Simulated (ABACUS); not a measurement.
Set-up for a self-consistent single point of AlN (P6_3mc, 8 atoms in the cell; from Materials Project mp-661, changed as shown).

```yaml
crystal:
  lattice:
    - [3.19116, 0.00000, 0.00000]
    - [0.00000, 5.52726, 0.00000]
    - [0.00000, 0.00000, 5.11730]
  atoms:
    - { symbol: Al, position: [0.50000, 0.16667, 0.49929] }
    - { symbol: Al, position: [0.00000, 0.33333, 0.99929] }
    - { symbol: Al, position: [0.00000, 0.66667, 0.49929] }
    - { symbol: Al, position: [0.50000, 0.83333, 0.99929] }
    - { symbol: N, position: [0.50000, 0.16667, 0.88071] }
    - { symbol: N, position: [0.00000, 0.33333, 0.38071] }
    - { symbol: N, position: [0.00000, 0.66667, 0.88071] }
    - { symbol: N, position: [0.50000, 0.83333, 0.38071] }
```

Level of theory: LDA (PW92), PseudoDojo 0.4 standard norm-conserving LDA (tails mended) pseudopotentials (plane waves; ABACUS).

ABACUS settings:

| key | value |
|---|---|
| KPT | Gamma 8 4 6 0 0 0 |
| basis_type | pw |
| dft_functional | PWLDA |
| ecutwfc | 84 Ry |
| smearing_method | fixed |
| potentials | PseudoDojo 0.4 standard norm-conserving LDA (tails mended) |
| symmetry | 1 |
| symmetry_prec | 1e-05 |
| ks_solver | dav_subspace |
| scf_nmax | 100 |
| scf_thr | 1.0e-09 Ry |
| mixing_type | broyden |
| mixing_beta | 0.7 |

Results:

| Quantity | Value |
|---|---|
| Number of valence electrons | 32 |
| Number of bands | 26 |
| Number of k-points after the program's reduction | 60 |
| Number of plane waves (most at a k-point) | 7956 |
| Number of SCF iterations | 10 |
| FFT grid | 36 × 64 × 60 |
| Free energy E − TS | -1397.4217 eV |
| Top of the valence band (on the code's own zero) | 6.03 eV |
| Gap on the k-point mesh | 3.58 eV |
| Pressure | -18.18 GPa |
| Largest force (vector length) | 0.023 eV/Å |

Forces (eV/Å):
| atom | Fx | Fy | Fz |
|---|---|---|---|
| Al1 | 0.000 | 0.000 | 0.023 |
| Al2 | 0.000 | 0.000 | 0.023 |
| Al3 | 0.000 | 0.000 | 0.023 |
| Al4 | 0.000 | 0.000 | 0.023 |
| N5 | 0.000 | 0.000 | -0.023 |
| N6 | 0.000 | 0.000 | -0.023 |
| N7 | 0.000 | 0.000 | -0.023 |
| N8 | 0.000 | 0.000 | -0.023 |

Stress (GPa, positive for compression):
```
-18.46    0.00    0.00
  0.00  -18.46    0.00
  0.00    0.00  -17.61
```

The gap is read on the k-point mesh of the run and can differ from the gap over the whole zone at this level.

For comparison: a first run was changed to give this one (lattice scaled by 1.02), and from it to this one the free energy goes up by 56.1 meV/atom, the pressure goes from -8.97 to -18.18 GPa, the largest force goes from 0.005 to 0.023 eV/Å and the gap on the mesh goes from 4.088 to 3.576 eV.

The structure comes from a collection of computed structures, made at another level of theory; the collection holds predicted forms beside known ones.

Cost on one core: roughly 3 core-minutes.

“Tails mended”: in these copies of the files the far tail of each local potential was reset to the Coulomb form.
